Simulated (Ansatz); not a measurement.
This guess for Be2CdS2 is about to be relaxed.

```
Be Cd S
1.0
     3.59621    0.00000    0.00000
    -1.79811    3.11441    0.00000
     0.00000    0.00000    6.19460
Be Cd S
2 1 2
Direct
  0.33333 0.66667 0.37730
  0.66667 0.33333 0.62270
  0.00000 0.00000 0.00000
  0.33333 0.66667 0.73460
  0.66667 0.33333 0.26540
```

Level of theory: DFT PBE, scalar-relativistic, plane waves, PAW in Ansatz 0.2.0. Cutoff 420 eV, Gaussian smearing, Γ-centred meshes. Cell and atoms relax first on a coarse mesh and then on a finer one. In between, the cell is made exact in the group found at 0.06 Å. In metals the finer mesh still leaves noise of several meV/atom or more. The steps can't lower the symmetry of their start. No spin polarisation.

A guess keeps its type if space group and coordination stay and the shape of the cell changes little (axis ratios within about 15 %, angles within 6°); the volume may change.

Task: Will the relaxed cell still be of the starting type?

Result: It doesn't keep its type. The symmetry stays P-3m1 (No. 164). The volume per atom grows by 52.5 %, from 13.9 to 21.2 Å³. The shortest distance goes from 2.19 Å (Be–S) to 2.08 Å (Be–S). The ratio c/a of the conventional cell changes by a factor of 1.73. Counting neighbours within 15 % of an atom's shortest distance, the start has Be 4, Cd 6, S 4 and the end Be 4, Cd 6, S 4. In detail, at the end Be is surrounded by 4 S at 2.08–2.20 Å and 3 Be at 2.55 Å; Cd has 6 Cd at 3.45 Å; S has 4 Be at 2.08–2.20 Å.

```yaml
crystal:
  lattice:
    - [3.45028, 0.00000, 0.00000]
    - [-1.72514, 2.98803, 0.00000]
    - [0.00000, 0.00000, 10.26506]
  atoms:
    - { symbol: Be, position: [0.33333, 0.66667, 0.42263] }
    - { symbol: Be, position: [0.66667, 0.33333, 0.57737] }
    - { symbol: Cd, position: [0.00000, 0.00000, 0.00000] }
    - { symbol: S, position: [0.33333, 0.66667, 0.63715] }
    - { symbol: S, position: [0.66667, 0.33333, 0.36285] }
```

Energies over the elements count from the elements' standard structures at the same level, with no fitted energy shifts.

Task: At what energy does it end?

Result: −0.69 eV/atom. It lies below the elements, which doesn't yet make it stable against other compounds or structures.

The last run used a 12×12×4 mesh (in the run's order of axes) for its 5-atom cell and Gaussian smearing of 0.10 eV. Weakly bound directions are ill-defined at this level, which has no dispersion term. The reference form of S is held partly by dispersion forces, which this level lacks. A structure relaxed within its symmetry needn't be a true minimum.
